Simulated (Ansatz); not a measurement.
Consider the following.

Si₂Mo:
```cif
data_Mo4Si8
_chemical_formula_sum 'Si8 Mo4'
_space_group_name_H-M_alt 'I4/mcm'
_space_group_IT_number 140
_space_group_name_Hall '-I 4 2c'
_cell_length_a 5.99619
_cell_length_b 5.99619
_cell_length_c 5.14798
_cell_angle_alpha 90.000
_cell_angle_beta 90.000
_cell_angle_gamma 90.000
loop_
_atom_site_label
_atom_site_type_symbol
_atom_site_symmetry_multiplicity
_atom_site_Wyckoff_symbol
_atom_site_fract_x
_atom_site_fract_y
_atom_site_fract_z
_atom_site_occupancy
Si1 Si 8 h 0.35849 0.14151 0.00000 1
Mo1 Mo 4 a 0.00000 0.00000 0.25000 1
```
(The calculation used a cell of 6 atoms; values per cell refer to that cell.)

This is the PBE-relaxed structure.

All from DFT-PBE in the program Ansatz with PAW potentials, unless another level is named. Estimate the electronic character.

metallic (no gap).

And the formation energy from the elements (no fitted shifts)?

-0.11 eV/atom.

And the density of states at the Fermi level?

0.14 states/eV per atom (mean over ±0.08 eV).

The cell is a constructed one: a structure type filled with these elements; neither database checked (COD, Materials Project) lists it. It is not the phase usual at ambient conditions (space group No. 139). The PBE relaxation kept the symmetry of its start; its stability against distortions is not shown here. No spin polarisation was allowed. The references are the lowest solids computed at this level, not always the standard phases. Scalar-relativistic: spin–orbit coupling is off unless named, which matters more the heavier the elements.

Potentials: the later of the program's two PAW sets.
